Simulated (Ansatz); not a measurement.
SnSe: moving Se off its site

SnSe, Fm-3m, a = 6.020 Å (as given, not relaxed at this level: -3.4 GPa). This isn't the usual stable structure of the compound. Ansatz: LDA, PAW, 420 eV, Γ-centred 8×8×8 mesh on 2 atoms, Gaussian smearing 0.05 eV; no spin polarisation.

```xyz
2
Lattice="0.0000 3.0100 3.0100 3.0100 0.0000 3.0100 3.0100 3.0100 0.0000" Properties=species:S:1:pos:R:3 pbc="T T T"
Sn    0.0000    0.0000    0.0000
Se    3.0100    3.0100    3.0100
```

Atom 2 (Se) moves by x along the unit vector (0.000, 0.000, -1.000), with its periodic images; all else is held. y is the free energy of the cell over the start, F the force along the path summed over the moved atoms. Symmetry makes y even in x.

| x (Å) | y (meV) | F (eV/Å) |
| --- | --- | --- |
| -0.3000 | 15.72 | 0.28 |
| -0.1500 | -1.36 | 0.01 |
| 0.0000 | 0.00 | 0.00 |
| 0.0375 | -0.20 | 0.01 |
| 0.0750 | -0.70 | 0.02 |
| 0.1125 | -1.24 | 0.01 |
| 0.1875 | -0.50 | -0.04 |
| 0.2250 | 2.06 | -0.10 |
| 0.2625 | ? | ? |

Problem. Fit y = c2 x² + c4 x⁴ to the energies of the other rows, give the force constant, and predict energy and force of the missing row.

Solution. Least squares on the rows shown. y = −135.71 x² + 3451.4 x⁴. The force constant is 2 c2 = -0.271 eV/Å², negative: the site is a maximum along this line, for the cell as given, at -3.4 GPa (for all images moving together, not for a lone atom). The force −dy/dx at the missing row is -0.18 eV/Å (computed -0.18). With a term in x⁶ added, the coefficient of x² becomes -145.3, 7 % more, which shows how far this figure hangs on the form. At x = 0.2625 the fit asked for gives 7.04 meV. The run gave 7.16 meV, so the fit is 0.12 meV too low, a small miss on the scale of the series.